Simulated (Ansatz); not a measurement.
## Hg, one cell by several methods

```
Hg
1.0
     4.54000    0.00000    0.00000
    -2.27000    3.93176    0.00000
     0.00000    0.00000    3.83130
Hg
3
Direct
  0.33333 0.66667 0.50000
  0.00000 0.00000 0.00000
  0.66667 0.33333 0.50000
```

Atoms are numbered in the order listed.

The cell comes from COD entry 1538509, which wasn't checked; take it as a given geometry. The listed cell was then made from it by scaling, straining or moving an atom.

No spin–orbit coupling, which matters for the heavy atoms here.

Methods: DFT, PBEsol, PAW with Ansatz's default frozen-core files, scalar-relativistic (Ansatz 0.2.0); DFT, PBEsol, all-electron PAW with datasets made for the crystal, scalar-relativistic (Ansatz 0.2.0); DFT, PBEsol, all-electron LAPW, scalar-relativistic (Ansatz 0.2.0).

For PAW: a Γ-centred 8×8×9 k mesh, Fermi–Dirac smearing of 0.05 eV, cutoff 420 eV, no spin polarisation; the PAW files were made with PBE, and the program remakes their frozen cores for this functional. The crystal-made all-electron datasets (AE datasets) take a cutoff of 300 eV at this cell. LAPW targets a basis error of 0.5 meV/atom. The Ansatz runs share mesh, smearing and spin set-up. Plane-wave (PAW) pressures include the program's estimate of the Pulay term.

Stress and pressure are positive in compression.

No spin–orbit coupling: at heavy atoms the gradients can be off by tens of per cent for that reason.

In a metal, gradients converge slowly with the k mesh: the values move by tens of per cent from one mesh to another, at times in sign, so only the comparison on one mesh counts.

```tsv
quantity	PAW	AE datasets	LAPW
pressure (GPa)	8.20	8.20	8.20
stress xx (GPa)	12.33	12.35	12.34
stress zz (GPa)	-0.07	-0.08	-0.08
largest principal field gradient Vzz at Hg1 (10²¹ V/m²)	25.80	25.51	–
largest principal field gradient Vzz at Hg2 (10²¹ V/m²)	3.54	3.54	–
```

PAW's pressure differs from the LAPW value by about 0.01 GPa or less. Datasets made for the crystal and LAPW share parts of one code, so their agreement isn't an independent check.
